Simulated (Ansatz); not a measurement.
TlSrBr3 built on the cubic perovskite prototype, relaxed with r2SCAN in the PAW code Ansatz: space group Pm-3m (No. 221), cubic; conventional cell a = 5.903 Å, 41.15 Å³ an atom. Around Tl lie 12 Br at 4.17 Å; around Sr lie 6 Br at 2.95 Å; around Br lie 2 Sr at 2.95 Å and 4 Tl at 4.17 Å. The cell was then strained (x, y and z are the cube axes), with the atoms relaxed again; stress is positive in compression. All values are calculated for a non-magnetic cell, which may be hypothetical.

- Isotropic +1.5 % on every length: the pressure changes by -0.80 GPa, and the HSE06 gap (R → X) goes from 4.225 to 4.192 eV.
- Epitaxial strain of -0.5 % in the (001) plane: the free normal strain is +0.14 % and the in-plane stress changes by +0.27 GPa.

What bulk modulus does the isotropic step give?
Δ ln V = 3 ln(1.0150) = +0.0447, so B ≈ −ΔP/Δ ln V = 18 GPa.

Give the volume deformation potential of that gap and its pressure coefficient.
a_V = ΔE_g/Δ ln V = (-0.033)/(+0.0447) = -0.74 eV; dE_g/dP = −a_V/B = +41 meV/GPa, with HSE06's gap and r2SCAN's modulus.

What do the film's normal strain and stress say about the elastic constants?
ε⊥/ε∥ = (+0.0014)/(-0.0050) = -0.28, which linear elasticity sets to −2C₁₂/C₁₁. The biaxial modulus is M = −Δσ/ε∥ = 54 GPa.

How much elastic energy does the film store, with 41.15 Å³ an atom?
u = M ε∥² = −Δσ ε∥ = -0.27 × (-0.0050) = 0.0014 GPa, and 1 GPa Å³ is 6.2415 meV: 0.35 meV an atom. The total energies of the two runs differ by 0.39 meV an atom.

Spin-orbit coupling is left out; in compounds of Pb, Bi, Tl or Hg it can lower a gap by up to about 1 eV, split its edges or invert the bands.

The meshes of the hybrids are coarse, so their gaps aren't converged to the digits shown.
